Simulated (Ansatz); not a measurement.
One crystal and one scan (energy over volume and axial ratio) at two levels, PBE (plane waves to 420 eV, PAW, scalar-relativistic; Ansatz, an electronic-structure program) and r2SCAN (plane waves to 500 eV, PAW, scalar-relativistic; Ansatz), each from its own relaxed cell and on its own mesh. The cell shown is that of PBE.

Os (hcp, Mg type)

```yaml
crystal:
  lattice:
    - [2.75485, 0.00000, 0.00000]
    - [-1.37743, 2.38577, 0.00000]
    - [0.00000, 0.00000, 4.34430]
  atoms:
    - { symbol: Os, position: [0.33333, 0.66667, 0.75000] }
    - { symbol: Os, position: [0.66667, 0.33333, 0.25000] }
```

Grid over V/V₀ and (c/a)/(c/a)₀, subscript 0 meaning the relaxed cell; the conventional c axis lies along z; no internal relaxation.

Energies are smeared free energies. Os is run without spin polarisation. Os was relaxed with its symmetry unable to fall. Spin-orbit coupling is left out, though Os is heavy. With partly filled bands, the response to shear is sensitive to the k mesh, so small differences along c/a are uncertain. Percentages come from the unrounded values. Both scans cover V/V₀ from 0.960 to 1.040 and (c/a)/(c/a)₀ from 0.960 to 1.040.

```json
[
 {"quantity": "Lattice constant a (Å)", "PBE": "2.755", "r2SCAN": "2.738", "PBE − r2SCAN": "+0.017 (+0.6 %)"},
 {"quantity": "Lattice constant c (Å)", "PBE": "4.344", "r2SCAN": "4.316", "PBE − r2SCAN": "+0.028 (+0.7 %)"},
 {"quantity": "Relaxed volume (Å³/atom)", "PBE": "14.28", "r2SCAN": "14.01", "PBE − r2SCAN": "+0.27 (+1.9 %)"},
 {"quantity": "Modulus against c/a change at fixed volume, (3/4V)·∂²E/∂(ln c/a)² (fit, atoms clamped) (GPa)", "PBE": "295", "r2SCAN": "318", "PBE − r2SCAN": "-23 (-7.3 %)"}
]
```

PBE gives the higher value for: lattice constant a; lattice constant c; relaxed volume. PBE gives the lower value for: modulus against c/a change at fixed volume. Neither level is exact: the differences show how much the result hangs on the functional.

(A scan under strain: stresses follow from slopes of the energy per volume, elastic moduli from its curvatures.)
